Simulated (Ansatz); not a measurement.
Li: pressure against volume, fitted

```xyz
3
Lattice="1.5505 0.8952 7.5883 -1.5505 0.8952 7.5883 0.0000 -1.7904 7.5883" Properties=species:S:1:pos:R:3 pbc="T T T"
Li    0.0000    0.0000    0.0000
Li    0.0000    0.0000    5.0538
Li    0.0000    0.0000   17.7111
```

Atom numbers follow the list: Li1, Li2, Li3.

The cell is a measured one (Crystallography Open Database entry 9017802); the temperature and pressure of the measurement aren't taken into account, and nothing was relaxed.

The calculation used Ansatz 0.2.0, DFT, PBEsol, all-electron LAPW, scalar-relativistic.

Settings: a Γ-centred 12×12×12 k mesh, Fermi–Dirac smearing of 0.05 eV, basis error target 1 meV/atom, no spin polarisation.

The cell is scaled evenly. Fractional coordinates are held (clamped ions).

| V (Å³/atom) | P (GPa) |
| --- | --- |
| 19.801 | 0.28 |
| 20.222 | -0.02 |
| 20.643 | -0.29 |
| 20.854 | -0.41 |
| 21.065 | -0.53 |
| 21.275 | -0.65 |
| 21.486 | -0.76 |
| 22.329 | -1.16 |

(1) Fit a third-order Birch–Murnaghan curve to the pressures.

(2) Predict the pressure at the withheld volume, 21.907 Å³/atom.

Answers

(1) P = (3B0/2)(y^(7/2) − y^(5/2))[1 + (3/4)(B0′ − 4)(y − 1)] with y = (V0/V)^(2/3) fits within 0.01 GPa for V0 = 20.198 Å³/atom, B0 = 13.6 GPa and B0′ = 3.16.

(2) There y = 0.9473, so the fit gives -0.97 GPa; the run gave -0.97 GPa.
